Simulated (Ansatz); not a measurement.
# What DFT gives for TiSb2O6

```
CELL_PARAMETERS angstrom
5.18209 0.00000 0.00000
-2.59104 4.48783 0.00000
0.00000 0.00000 4.64091
ATOMIC_POSITIONS crystal
Ti 0.00000 0.00000 0.00000
Sb 0.33333 0.66667 0.50000
Sb 0.66667 0.33333 0.50000
O 0.35650 0.00000 0.26770
O 0.00000 0.35650 0.26770
O 0.64350 0.64350 0.26770
O 0.00000 0.64350 0.73230
O 0.64350 0.00000 0.73230
O 0.35650 0.35650 0.73230
```

Method: r2SCAN, with U_eff = 2.78 eV on Ti d (all-electron-ortho-atomic projectors), no spin polarisation; PAW, plane waves to 500 eV, 8×8×7 Γ-centred mesh, fermi-dirac occupations (width 0.0207 eV) (Ansatz 0.2.0), atoms fixed.

Task: What does the stress say?

Result: The pressure is 6.0 GPa (compression positive), so with the atoms held at these fractions the cell would first expand; the forces are large, so a full relaxation may end otherwise. The principal stresses 2.1, 8.0, 8.0 GPa differ, so its shape would change too.

Task: Where is the largest force?

Result: The largest is on O9 (and as large on other atoms): 1.29 eV/Å, components (-0.52, -0.90, 0.77). It makes 129° with the line to a nearest neighbour, Sb3 at 1.99 Å.

Task: How is the charge shared?

Result: Bader charges in e: Ti +1.95, Sb +2.96, O -1.31. In the mean Sb gives up most and O takes most.

Task: Metal or insulator?

Result: It is a metal, with about 7.1 states/eV a cell as the mean within 0.25 eV of the Fermi level, mostly Ti d (82 %).

Origin: a known structure type with other elements, at an estimated volume, so it need not be a known compound. Caveats: many states at the Fermi level without spin polarisation, so a magnetic state may lie lower; a Hubbard term without moments, so a magnetic state may lie lower.
